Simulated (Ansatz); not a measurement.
# Slab of fcc Ni (110), 5 layers

The slab is cut from the fcc crystal, the stable phase, as relaxed on PAW files (10.89 Å³/atom), with 16 Å of vacuum and a dipole correction:

```xyz
5
Lattice="2.4880 0.0000 0.0000 0.0000 3.5186 0.0000 0.0000 0.0000 20.9761" Properties=species:S:1:pos:R:3 pbc="T T T"
Ni    0.0000    0.0000    8.0000
Ni    1.2440    1.7593    9.2440
Ni    0.0000    0.0000   10.4880
Ni    1.2440    1.7593   11.7321
Ni    0.0000    0.0000   12.9761
```

All numbers are PBE results (scalar-relativistic) from Ansatz 0.2.0, with a Γ-centred 15×10×1 k mesh, Fermi–Dirac smearing of 0.05 eV, spin-polarised from start moments Ni1 1, Ni2 1, Ni3 1, Ni4 1, Ni5 1 μB. Methods: LAPW: all electrons, basis error target 1 meV/atom; PAW: frozen-core files, cutoff 420 eV.

The bulk energy comes from a cell in the slab's orientation on a 15×10×15 mesh. The surface energy is (E(slab) − N·E(bulk))/2A at zero smearing, the mean of both faces; thin slabs carry quantum-size effects.

Other magnetic orders may lie lower.

As cut, the LAPW slab lies 2.592 eV above 5 atoms of bulk. What surface energy is that?

Over two faces of 8.75 Å² it is 148.0 meV/Å², and times 16.02 J/m² per eV/Å² that gives γ = 2.372 J/m².

```tsv
method	γ as cut (J/m²)	γ relaxed (J/m²)	Φ as cut (eV)	Φ relaxed (eV)
LAPW	2.372	2.282	4.52	4.54
PAW	2.373	2.283	4.52	4.54
```

How do the spacings between the planes relax?

From the bottom face up: d12 -11.3 % of 1.244 Å, d23 +3.4 % of 1.244 Å, d34 +3.4 % of 1.244 Å, d45 -11.3 % of 1.244 Å.

How do the moments vary through the slab?

Ni1 0.80, Ni2 0.70, Ni3 0.72, Ni4 0.70, Ni5 0.80 μB in the LAPW spheres; the bulk has Ni 0.67 μB.

What changes if the images along the normal are cut off in place of the dipole correction?

LAPW then gives: no gap, work function 4.54 eV; PAW: no gap, work function 4.54 eV.

A field of 0.2 V/Å is applied along the normal, atoms held. What follows?

LAPW finds an induced dipole of 0.0747 e·Å a cell (PAW 0.0748), that is 7.72 Å for 4πα over the area, against 4.78 Å between the outer atoms.
